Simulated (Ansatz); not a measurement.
Values for one crystal, relaxed and computed with r²SCAN in the plane-wave PAW code Ansatz; other levels are named.

```yaml
volume_per_atom: 16.31 Å³
electronic_character: metallic (no gap)
Pressure derivative B′: 4.0
Density of states at the Fermi level: 0.88 states/eV per atom (mean over ±0.08 eV)
Gap with spin–orbit coupling: none (metallic)
Bulk modulus (Birch–Murnaghan fit): 285 GPa
```

Q: Which compound is it?
A) W, hcp (Mg type)
B) Hf, hcp (Mg type)
C) Ga, hcp (Mg type)
D) Y, hcp (Mg type)

A: A, W, hcp (Mg type)

Space group P6_3/mmc (hcp (Mg type)). The start of the workflow was typed in or built on a structure type; the Crystallography Open Database copy checked does not list it. It is not the phase usual at ambient conditions (space group No. 229). The r²SCAN relaxation kept the symmetry of its start; whether a distortion lowers the energy is not shown. No spin polarisation was allowed. On the denser mesh and wider smearing of the elastic run this cell carries a stress of 0.4 GPa. Spin–orbit coupling is left out wherever it is not named.

Potentials: the earlier of the program's two PAW sets.
